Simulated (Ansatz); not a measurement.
Space group I4/mcm (No. 140). a = 6.504 Å, b = 6.504 Å, c = 5.779 Å, α = 90.00°, β = 90.00°, γ = 90.00°
```csv
atom,site,symmetry,x,y,z
Zr,8h,m.2m,0.1737,0.6737,0.0000
Ir,4a,422,0.0000,0.0000,0.7500
```

Equation of state of this Zr₂Ir structure (not necessarily the ground state), with shape and atoms relaxed at each volume where symmetry leaves them free. It has no gap at any of these volumes. All numbers below come from Ansatz 0.2.0, DFT r2SCAN, scalar-relativistic, plane waves, PAW.

Cutoff 500 eV; k points 8×8×8 on the computed 6-atom cell (Γ-centred); Gaussian smearing, width 0.10 eV; no spin polarisation.

| V (Å³/atom) | E − E(largest V) (meV/atom) | P (GPa) |
| --- | --- | --- |
| 17.924 | 72.13 | 21.59 |
| 18.535 | 2.79 | 14.95 |
| 19.146 | -43.08 | 9.22 |
| 19.757 | -68.64 | 4.28 |
| 20.368 | -77.11 | 0.02 |
| 20.979 | -69.79 | -3.92 |
| 21.590 | -48.05 | -7.38 |
| 22.405 | 0.00 | -11.26 |

Q: Fit a third-order Birch–Murnaghan equation to E(V).

A: V0 = 20.37 Å³/atom, B0 = 138 GPa, B0' = 3.0.

Spin-orbit coupling is left out, which matters for the bands of heavy elements.

Cost: 8 runs of about 17 core-minutes in all, on Oxide Virtual Turin-like Processor (Zen 5) (shared hosts).